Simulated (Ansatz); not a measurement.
Input and output for Nb (bcc type): DFT, PBE, PAW with Ansatz's default frozen-core files, scalar-relativistic (Ansatz 0.2.0). This run: bulk in the slab's orientation.

The base cell comes from a relaxation on PAW files under the same functional.

Command: `ansatz run input.yaml --threads 1 --pin off --max-ram 3584MiB --backend cpu --events-out ev --progress --plain --runs-dir out` It took 0.99 s on 1 thread of Intel(R) Xeon(R) 6975P-C (Granite Rapids) (shared host), peak memory 0.36 GiB.

```yaml
crystal:
  lattice:
    - [3.311232545, 0.0, 0.0]
    - [0.0, 3.311232545, 0.0]
    - [0.0, 0.0, 3.311232545]
  atoms:
    - { symbol: Nb, position: [0.0, 0.0, 0.0] }
    - { symbol: Nb, position: [0.5, 0.5, 0.5] }
kpoints:
  mp_grid: { grid: [10, 10, 10] }
scf:
  occupations: { method: fermi_dirac, width: 0.05 }
hamiltonian:
  xc: pbe
  pseudopotentials: { kind: paw }
output:
  forces: true
  stress: true
  eigenvalues: true
```

Output:

```
Engine: ansatz 0.2.0
Pseudopotentials: kind: paw
Pseudopotential: Nb, paw, valence charge 13, recommended cutoff 420 eV (normal), Nb.paw.azcp
Functional definition: PBE
  parameter kappa = 0.804
  parameter beta = 0.06672455060314922
  exchange = pbe_x(kappa = kappa, mu = beta*pi^2/3)
  correlation = pbe_c(beta = beta)
Crystal: 2 atoms, lattice volume = 36.305 Å³
Basis set: ecut = 420 eV, 739 PW (Γ), exchange–correlation on 48×48×48 points (8 copies of the dense FFT grid, shifted against one another)
Bands: 17, of which v1, the nominal top of the filled ones, is band 13 counted from 1 (12 counted from 0)
Symmetry: 96 space group operations
Space group: Im-3m (ITA 229), of the structure as read, at distance tolerance 3.3e-5 Å
k-points: 56 of 1000
Non-local potential: Nb, projectors of the file, l = 0: 3, l = 1: 2, l = 2: 2, l = 3: 1
PAW form: soft (Blöchl's): semilocal exchange-correlation on the pseudo side does not see the compensation charge
PAW one-centre angular grid: Nb, 590 points (default); XC on 64 Gauss nodes
Initial density: superposition of atomic densities (neutral atoms: chi_scale 0, normalization atom), corrected by the library's trained network
Initial wavefunctions: pseudopotential atomic-orbital guess
Functional: x = pbe(κ = 0.804, μ = 0.2195149727645171), c = pbe(β = 0.06672455060314922)
SCF iter   1: F=—  HF=-9104.577348 eV  |F-HF|=—  |Δ(HF+E_count)|=         —  Δρ=3.57e-3  dr2=3.51e-3  ethr=1.77e-3  ⟨swp⟩=5.1  Hψ=4186  notcnv=0
preconditioner: auto → none  [metal: Δε(μ)=0.049 eV  Ē_g=4.158 eV  σ=0.050 eV  W_gap=0.23  n_scr=6 (ndim 8)  ℏωp=19.5 eV  f_vac=0.000  D(μ)=2.81/eV (n_scr^D=26)  sad-step TF]
SCF iter   2: F=—  HF=-9104.577133 eV  |F-HF|=—  |Δ(HF+E_count)|=   2.15e-4  Δρ=2.10e-3  dr2=1.20e-3  ethr=1.35e-5  ⟨swp⟩=1.9  Hψ=1685  notcnv=0
SCF iter   3: F=—  HF=-9104.576989 eV  |F-HF|=—  |Δ(HF+E_count)|=   1.44e-4  Δρ=3.27e-4  dr2=3.78e-5  ethr=4.61e-6  ⟨swp⟩=2.1  Hψ=1186  notcnv=0
SCF iter   4: F=—  HF=-9104.576964 eV  |F-HF|=—  |Δ(HF+E_count)|=   2.50e-5  Δρ=6.86e-5  dr2=3.55e-7  ethr=1.46e-7  ⟨swp⟩=2.2  Hψ=1576  notcnv=0
iter 5 did not close the SCF: its close was put off for the readings that it lacked (scf_convergence_deferred on its scf_iter line)
SCF iter   5: F=-9104.576964 eV  HF=-9104.576964 eV  |F-HF|=5.06e-8  |Δ(HF+E_count)|=   2.54e-7  Δρ=1.62e-5  dr2=6.43e-8  ethr=1.37e-9  ⟨swp⟩=2.0  Hψ=1676  notcnv=0
SCF iter   6: F=-9104.576964 eV  HF=-9104.576964 eV  |F-HF|=1.88e-9  |Δ(HF+E_count)|=   2.67e-8  Δρ=3.07e-6  dr2=2.29e-9  ethr=2.47e-10  ⟨swp⟩=2.1  Hψ=3117  notcnv=0
SCF 1 converged in 6 iterations: F = -9104.576964 eV  dr2 = 2.29e-9
  greatest PAW one-centre occupation: 0.998 electrons in one spin orbital (limit 2), on the Nb atom at site 1 (counted from 0), in its partial waves of l = 0
SCF converged after 6 iterations
Free energy (F): -9104.576964 eV
Harris-Foulkes:  -9104.576964 eV  (|F-HF|=1.88e-9)
Internal energy: -9104.552688 eV  (E = F + TS)
E sigma→0 (E₀):  -9104.564826 eV
Entropy (-TS):   -0.024277 eV (-12.138 meV/atom)
Fermi energy:    17.616782 eV
--- Per-component energies (eV) ---
  E_band       = -138.847926
  E_kinetic    = 789.903215
  E_local      = -1396.032237  (includes V_loc(G=0)·N_el)
  E_nonlocal   = 239.793129
  E_hartree    = 434.510917
  E_xc         = -351.300302
  E_vxc        = -426.199076  (∫ρ·V_xc dr)
  E_paw        = -6146.828051  (= ΣΔE_a)
  E_vpaw       = -215.333031  (= ΣTr[D̂ρ^β])
  E_aug_tail   = 0.000011  (compensation charges beyond the density's cutoff)
  E_ewald      = -2674.599371
  E_smearing   = -0.024277  (= −TS)
  E_closure    = 0.000000  (closes the sum)
  Σ components = -9104.576964   (vs F -9104.576964, Δ=0.00e0)
--- Forces (eV/Å), atoms counted from 1 ---
  atom   1  Nb     0.00000000    -0.00000000    -0.00000000
  atom   2  Nb     0.00000000    -0.00000000    -0.00000000
  max |Σ_I F_I| component: 5.51e-29 eV/Å
--- Stress (GPa, compression-positive) ---
       -0.201469       0.000000       0.000000
        0.000000      -0.201469       0.000000
        0.000000       0.000000      -0.201469
  P = ⅓ Tr σ = -0.2015 GPa (-2.015 kbar)
--- Band table (eV; the first three rows and the last of 56) ---
  k-point 0: bands = ["-36.7256", "-36.3186", "-12.9629", "-12.9629", "-12.9629", "-12.0546", "-12.0546", "-12.0546", "11.7222", "13.9385", "13.9385", "17.9853", "17.9853", "17.9853", "20.8688", "20.8688", "23.1711"]
  k-point 1: bands = ["-36.7142", "-36.3269", "-12.9652", "-12.9401", "-12.9401", "-12.1033", "-12.0759", "-12.0759", "11.9270", "14.0486", "14.1125", "17.9632", "17.9632", "18.0773", "20.5598", "20.9735", "22.4680"]
  k-point 2: bands = ["-36.6814", "-36.3517", "-12.9647", "-12.8738", "-12.8738", "-12.2359", "-12.1382", "-12.1382", "12.5085", "14.3767", "14.5749", "17.9321", "17.9321", "18.3504", "19.7589", "21.2568", "21.2568"]
  k-point 55: bands = ["-36.4674", "-36.4674", "-12.7280", "-12.7280", "-12.7280", "-12.7280", "-12.7280", "-12.7280", "16.5317", "16.5317", "16.5317", "16.5317", "16.5317", "16.5317", "21.7047", "21.7047", "21.7047"]
```

Next run, as changes to the input before:

```diff
-    - [0.0, 0.0, 3.311232545]
+    - [0.0, 0.0, 20.9668]
   atoms:
-    - { symbol: Nb, position: [0.0, 0.0, 0.0] }
-    - { symbol: Nb, position: [0.5, 0.5, 0.5] }
+    - { symbol: Nb, position: [0.25, 0.25, 0.381554438] }
+    - { symbol: Nb, position: [0.75, 0.75, 0.4605181457] }
+    - { symbol: Nb, position: [0.25, 0.25, 0.5394818538] }
+    - { symbol: Nb, position: [0.75, 0.75, 0.618445562] }
 kpoints:
-  mp_grid: { grid: [10, 10, 10] }
+  mp_grid: { grid: [10, 10, 1] }
 scf:
   eigenvalues: true
+  populations: true
+efield:
+  axis: 3
+  amplitude: 0
+  dipole_correction: true
```

Results part of the output:

```
SCF 1 converged in 9 iterations: F = -18205.511608 eV  dr2 = 7.03e-9
  greatest PAW one-centre occupation: 0.998 electrons in one spin orbital (limit 2), on the Nb atom at site 1 (counted from 0), in its partial waves of l = 0
SCF converged after 9 iterations
Free energy (F): -18205.511608 eV
Harris-Foulkes:  -18205.511608 eV  (|F-HF|=1.28e-9)
Internal energy: -18205.439717 eV  (E = F + TS)
E sigma→0 (E₀):  -18205.475663 eV
Entropy (-TS):   -0.071891 eV (-17.973 meV/atom)
Fermi energy:    3.294942 eV
Dipole field:    D = -0.000000 V/Å  (p = -0.000000 e·Å, saw-weighted, corrected)
Work function:   Φ+ = 3.7242 eV   Φ− = 3.7242 eV
Levels:          The Fermi level and band energies are counted from a zero that moves with the ramp; work functions are not
--- Per-component energies (eV) ---
  E_band       = -1043.928176
  E_kinetic    = 1566.172153
  E_local      = -39741.710011  (includes V_loc(G=0)·N_el)
  E_nonlocal   = 481.382678
  E_hartree    = 18961.583000
  E_xc         = -695.370170
  E_vxc        = -842.574944  (∫ρ·V_xc dr)
  E_paw        = -12293.598492  (= ΣΔE_a)
  E_vpaw       = -430.360724  (= ΣTr[D̂ρ^β])
  E_aug_tail   = 0.000026  (compensation charges beyond the density's cutoff)
  E_efield     = 0.000000  (sawtooth field / dipole correction)
  E_vefield    = 0.000000  (∫n·V_field dr)
  E_ewald      = 13516.101098
  E_smearing   = -0.071891  (= −TS)
  E_closure    = 0.000000  (closes the sum)
  Σ components = -18205.511608   (vs F -18205.511608, Δ=0.00e0)
--- Forces (eV/Å), atoms counted from 1 ---
  atom   1  Nb    -0.00000000     0.00000000     0.76233763
  atom   2  Nb     0.00000000     0.00000000    -0.22480122
  atom   3  Nb     0.00000000     0.00000000     0.22480166
  atom   4  Nb     0.00000000     0.00000000    -0.76233780
  max |Σ_I F_I| component: 2.69e-7 eV/Å
--- Stress (GPa, compression-positive) ---
       -3.986416       0.000000      -0.000000
        0.000000      -3.986416       0.000000
       -0.000000       0.000000      -2.379505
  P = ⅓ Tr σ = -3.4508 GPa (-34.508 kbar)
--- Band table (eV; the first three rows and the last of 21) ---
  k-point 0: bands = ["-51.8301", "-51.8234", "-51.2475", "-51.0520", "-27.9926", "-27.9643", "-27.8389", "-27.8389", "-27.7893", "-27.7893", "-27.4506", "-27.2577", "-27.2577", "-26.9725", "-26.8561", "-26.8561", "-2.1393", "-0.5921", "-0.2161", "-0.0238", "0.5957", "0.9813", "2.9431", "3.2338", "3.3597", "3.3597", "3.4770", "3.6525", "3.6525", "3.7184", "4.6720", "4.8651"]
  k-point 1: bands = ["-51.8267", "-51.8207", "-51.2427", "-51.0563", "-28.0095", "-27.9610", "-27.8528", "-27.8426", "-27.8275", "-27.7831", "-27.4260", "-27.2912", "-27.2548", "-26.9483", "-26.8718", "-26.8700", "-1.9522", "-0.4674", "-0.0939", "0.1129", "0.6203", "1.1025", "2.7528", "3.1032", "3.1832", "3.2396", "3.3665", "3.6170", "3.8724", "4.0075", "4.1820", "5.0034"]
  k-point 2: bands = ["-51.8178", "-51.8134", "-51.2286", "-51.0692", "-28.0489", "-27.9572", "-27.9520", "-27.9001", "-27.7972", "-27.7661", "-27.3964", "-27.3476", "-27.2444", "-26.9100", "-26.9095", "-26.9026", "-1.4342", "-0.1992", "0.1556", "0.4916", "0.5727", "1.6672", "2.5748", "2.6835", "2.8297", "2.9585", "3.2537", "3.9109", "3.9235", "4.0819", "4.3153", "5.2762"]
  k-point 20: bands = ["-51.7765", "-51.7765", "-51.1282", "-51.1282", "-28.1550", "-28.1550", "-28.0419", "-28.0419", "-27.8733", "-27.8733", "-27.4664", "-27.4664", "-27.2388", "-27.2388", "-26.9273", "-26.9273", "0.0772", "0.0772", "1.3799", "1.3799", "1.4292", "1.4292", "1.7143", "1.7143", "2.9369", "2.9369", "5.1868", "5.1868", "5.4088", "5.4088", "6.2245", "6.2245"]
--- Löwdin populations: 4 sites ---
  site symbol       q [e]
     0     Nb     12.9547
     1     Nb     12.9212
     2     Nb     12.9212
     3     Nb     12.9547
  spilling = 0.004772 (of n_electrons = 52.000000)
```

Next run (atoms relaxed), as changes to the input before:

```diff
   eigenvalues: true
-  populations: true
+  write_density: true
+  write_potential: true
+  elf: true
+  volumetric_format: npy
+relax:
+  f_tol: 0.01
+  max_steps: 40
 efield:
```

Command: `ansatz run input.yaml --threads 1 --pin off --max-ram 3584MiB --backend cpu --events-out ev --progress --plain --runs-dir out` It took 38 s on 1 thread of Intel(R) Xeon(R) 6975P-C (Granite Rapids), on a shared host, peak memory 0.51 GiB.

Results part of the output:

```
Warning: output.stress: scf.convergence.dr2_threshold = 1e-7 eV (the SCF's general default) is looser than the 4e-10 eV advised for a printed stress (1e-10 eV for each atom of the cell: 4). What an SCF threshold leaves in a stress goes as its square root, and in the free energy as the threshold itself, and one threshold admits the most on a small cell: of the crystals measured, under no hybrid fun
WARN: The output density's exchange-correlation potential varies sharply where the density is thin. Do not read a vacuum level from v_tot or v_xc, or from such a field of the output density. On a cell that repeats whose density bears no net charge and no dipole along the vacuum's axis use v_es (v_loc + v_h of the components); under efield.dipole_correction with no amplitude use v_es + v_field, which holds any external_charges[].barrier, or the levels of the report's work_function block, which leave it out; under a non-zero efield.amplitude the vacuum is tilted and has no level; on a cell that repeats and bears such a dipole with no correction it is tilted too, and efield.dipole_correction with no amplitude gives each side of its ramp a level where efield: is served; in a cell that repeats whose density bears a net charge (total_charge, or a fill off its count) it is curved and has none; of a slab under crystal.periodic whose density bears no net charge use v_es, which has a level on each side, short of where the two are joined; of another it falls or rises all the way out and has none; of a slab beside external_charges read slab_vacuum_level instead, which it has where they leave it neutral. The grid or the basis barely resolves most such structure, and the values can differ between equally converged runs; as a rule a tighter scf.convergence.dr2_threshold does not remove it. Where the density itself ripples (under the LDA too) a higher basis.ecutwfc lessens it. The files hold the spikes' plane waves up to the density's cutoff. Files: v_tot_of_output_density and the like, and their columns of v_z.tsv (output.write_potential); v_xc_of_output_density and the like, and their columns of v_comp_z.tsv (output.write_potential_components). Measured: with its Gaussian average of σ = 0.25 Å subtracted twice, the exchange-correlation potential is over 0.1 eV at 1516 of the grid points where the equally averaged density (valence and model cores) is under 1e-3 e/Å³, and 1.24 eV at the most among them, at an averaged density of 9.6e-8 e/Å³. See output.write_potential in the manual, Limitations
SCF converged after 2 iterations
Free energy (F): -18205.637216 eV
Harris-Foulkes:  -18205.637216 eV  (|F-HF|=4.47e-10)
Internal energy: -18205.575305 eV  (E = F + TS)
E sigma→0 (E₀):  -18205.606261 eV
Entropy (-TS):   -0.061911 eV (-15.478 meV/atom)
Fermi energy:    3.329023 eV
[... lines left out ...]
  k-point 2: bands = ["-51.6294", "-51.6183", "-51.0642", "-50.9104", "-27.9718", "-27.8729", "-27.8095", "-27.7759", "-27.6760", "-27.6128", "-27.2039", "-27.1522", "-27.0520", "-26.7477", "-26.7447", "-26.7245", "-1.3953", "-0.1152", "-0.0344", "0.4100", "0.4843", "1.6231", "2.5314", "2.5837", "2.6035", "3.0568", "3.5315", "3.6943", "3.9443", "4.3315", "4.4801", "5.4978"]
  k-point 20: bands = ["-51.5723", "-51.5723", "-50.9776", "-50.9776", "-28.1164", "-28.1164", "-27.9435", "-27.9435", "-27.7446", "-27.7446", "-27.1997", "-27.1997", "-27.1081", "-27.1081", "-26.7159", "-26.7159", "0.0831", "0.0831", "1.5952", "1.5952", "1.5964", "1.5964", "1.8601", "1.8601", "2.8367", "2.8367", "5.1687", "5.1687", "5.4628", "5.4628", "6.3005", "6.3005"]
--- Relaxed structure (5 steps of the walk, 5 accepted, 0 SCFs on fresh bases) ---
  F+E_penalty+E_count = -18205.63721624 eV   max|allowed force component| = 1.241e-3 eV/Å
  atoms:
    - { symbol: Nb, position: [0.25, 0.25, 0.38891099930295925] }
    - { symbol: Nb, position: [0.7500000000000001, 0.7500000000000001, 0.4605050458689706] }
    - { symbol: Nb, position: [0.25, 0.25, 0.5394949471211892] }
    - { symbol: Nb, position: [0.7500000000000001, 0.7500000000000001, 0.6110890072068808] }
```

Next run (vacuum of 9 Å), as changes to the input before:

```diff
-    - [0.0, 0.0, 20.9668]
+    - [0.0, 0.0, 13.6584]
   atoms:
-    - { symbol: Nb, position: [0.25, 0.25, 0.381554438] }
-    - { symbol: Nb, position: [0.75, 0.75, 0.4605181457] }
-    - { symbol: Nb, position: [0.25, 0.25, 0.5394818538] }
-    - { symbol: Nb, position: [0.75, 0.75, 0.618445562] }
+    - { symbol: Nb, position: [0.25, 0.25, 0.3294689767] }
+    - { symbol: Nb, position: [0.75, 0.75, 0.4393718977] }
+    - { symbol: Nb, position: [0.25, 0.25, 0.5606280816] }
+    - { symbol: Nb, position: [0.75, 0.75, 0.6705310233] }
 kpoints:
   eigenvalues: true
-  write_density: true
-  write_potential: true
-  elf: true
-  volumetric_format: npy
-relax:
-  f_tol: 0.01
-  max_steps: 40
 efield:
```

Results part of the output:

```
WARN: efield: at this solve's end the planar-averaged density reaches 1.86e-3 e/Å³ inside the ramp window [0.8768, 0.1232] (bound 1e-5 e/Å³); the window's nearer edge stands 2.82 Å from this solve's nearest atom along the axis. Its work functions, free energy, forces, stress, dipole, levels and responses can be off, and this figure does not tell by how much. The cell may have no vacuum along `efield.axis`. A short vacuum, a low `basis.ecutwfc` or `basis.ecutrho_ratio` and negative occupations (`scf.occupations.method`) can put density there. See the manual's quickstart, § The vacuum guard
SCF 1 converged in 8 iterations: F = -18205.638416 eV  dr2 = 2.20e-8
  greatest PAW one-centre occupation: 0.998 electrons in one spin orbital (limit 2), on the Nb atom at site 1 (counted from 0), in its partial waves of l = 0
SCF converged after 8 iterations
Free energy (F): -18205.638416 eV
Harris-Foulkes:  -18205.638416 eV  (|F-HF|=1.10e-8)
Internal energy: -18205.577072 eV  (E = F + TS)
E sigma→0 (E₀):  -18205.607744 eV
Entropy (-TS):   -0.061344 eV (-15.336 meV/atom)
Fermi energy:    7.037802 eV
Dipole field:    D = -0.000019 V/Å  (p = -0.000016 e·Å, saw-weighted, corrected)
Work function:   Φ+ = 3.5873 eV (in doubt: plateau slope 3.0e-1 eV/Å)   Φ− = 3.6034 eV (in doubt: plateau slope 2.2e-1 eV/Å)
Levels:          The Fermi level and band energies are counted from a zero that moves with the ramp; work functions are not
Vacuum region:   at the solve's end the planar-averaged density reaches 1.86e-3 e/Å³ inside the ramp window [0.8768, 0.1232] (bound 1e-5 e/Å³)
--- Per-component energies (eV) ---
  E_band       = -846.656288
  E_kinetic    = 1574.067773
  E_local      = -17923.122843  (includes V_loc(G=0)·N_el)
  E_nonlocal   = 482.473821
  E_hartree    = 8148.867302
  E_xc         = -698.176334
[... lines left out ...]
  E_vefield    = 0.000000  (∫n·V_field dr)
  E_ewald      = 2504.589047
  E_smearing   = -0.061344  (= −TS)
  E_closure    = 0.000000  (closes the sum)
  Σ components = -18205.638416   (vs F -18205.638416, Δ=0.00e0)
--- Forces (eV/Å), atoms counted from 1 ---
  atom   1  Nb     0.00000000     0.00000000    -0.00275456
  atom   2  Nb     0.00000000     0.00000000     0.00002554
  atom   3  Nb     0.00000000     0.00000000    -0.00001519
  atom   4  Nb    -0.00000000     0.00000000     0.00274833
  max |Σ_I F_I| component: 4.12e-6 eV/Å
--- Stress (GPa, compression-positive) ---
       -2.123131       0.000000      -0.000000
        0.000000      -2.123131       0.000000
        0.000000       0.000000       0.002921
  P = ⅓ Tr σ = -1.4144 GPa (-14.144 kbar)
--- Band table (eV; the first three rows and the last of 21) ---
  k-point 0: bands = ["-47.9407", "-47.9246", "-47.3662", "-47.1788", "-24.1737", "-24.1035", "-24.0343", "-24.0343", "-23.9429", "-23.9429", "-23.6337", "-23.3294", "-23.3294", "-23.1059", "-22.9668", "-22.9668", "1.6028", "3.2155", "3.2570", "3.6636", "4.4406", "4.5048", "6.9838", "7.0869", "7.0969", "7.2206", "7.2206", "7.3169", "7.3873", "7.3873", "8.0619", "8.4740"]
  k-point 1: bands = ["-47.9354", "-47.9206", "-47.3633", "-47.1844", "-24.2033", "-24.1039", "-24.0360", "-24.0192", "-24.0165", "-23.9327", "-23.5761", "-23.3762", "-23.3332", "-23.0680", "-22.9889", "-22.9852", "1.7927", "3.3557", "3.3730", "3.7841", "4.3630", "4.6975", "6.6807", "6.7274", "6.8808", "6.9063", "7.2358", "7.5518", "7.5818", "7.6464", "7.7936", "8.7797"]
  k-point 2: bands = ["-47.9212", "-47.9102", "-47.3544", "-47.2005", "-24.2632", "-24.1643", "-24.1011", "-24.0674", "-23.9674", "-23.9044", "-23.4946", "-23.4428", "-23.3424", "-23.0380", "-23.0349", "-23.0149", "2.3143", "3.5950", "3.6755", "4.1193", "4.1936", "5.3322", "6.2408", "6.2931", "6.3213", "6.7569", "7.2471", "7.4033", "7.6534", "8.0635", "8.1517", "9.2068"]
  k-point 20: bands = ["-47.8642", "-47.8642", "-47.2678", "-47.2678", "-24.4075", "-24.4075", "-24.2350", "-24.2350", "-24.0364", "-24.0364", "-23.4904", "-23.4904", "-23.3984", "-23.3984", "-23.0063", "-23.0063", "3.7925", "3.7925", "5.3047", "5.3047", "5.3060", "5.3060", "5.5694", "5.5694", "6.5463", "6.5463", "8.8803", "8.8803", "9.1727", "9.1727", "10.0104", "10.0104"]
```

The program warned of electron density in the middle of the vacuum in some runs, so work functions there carry some error.
